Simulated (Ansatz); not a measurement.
CdTe (wurtzite, P6_3mc), the program Ansatz at the r²SCAN level (PAW). The conduction-band minimum lies at Γ, with 1 equivalent valley. Second derivatives d²E/dk² of the lowest band at one valley (eV·Å²), along Cartesian directions:

| direction | d²E/dk² |
|---|---|
| [100] | 78.13 |
| [010] | 78.13 |
| [001] | 88.24 |
| [110] | 78.13 |
| [101] | 83.24 |
| [011] | 83.24 |

**Question.** Find the principal effective masses, the density-of-states mass and the conductivity mass.

**Answer.** Off-diagonal terms follow from H_xy = H[110] − (H_xx + H_yy)/2, and m*/mₑ = 7.620 eV·Å² over each eigenvalue: 0.086, 0.098, 0.098. One valley's DOS mass (m₁m₂m₃)^(1/3) = 0.094, conductivity mass 3/(Σ 1/mᵢ) = 0.093 mₑ.

**Question.** What effective density of states Nc follows at 300 K for parabolic valleys?

**Answer.** Nc = 2.509e19 × 1 × (0.094)^(3/2) ≈ 7.2e17 cm⁻³.

The first step of the workflow began from a Materials Project structure, measured or hypothetical; the Crystallography Open Database copy checked does not list it. It is not the phase usual at ambient conditions (space group No. 216). The r²SCAN relaxation kept the symmetry of its start; whether a distortion lowers the energy is not shown. Scalar-relativistic: spin–orbit coupling is off unless named, which matters more the heavier the elements.

Potentials: the later of the program's two PAW sets.

Edges and masses are those of Kohn–Sham bands, whose gap is no quasiparticle gap.
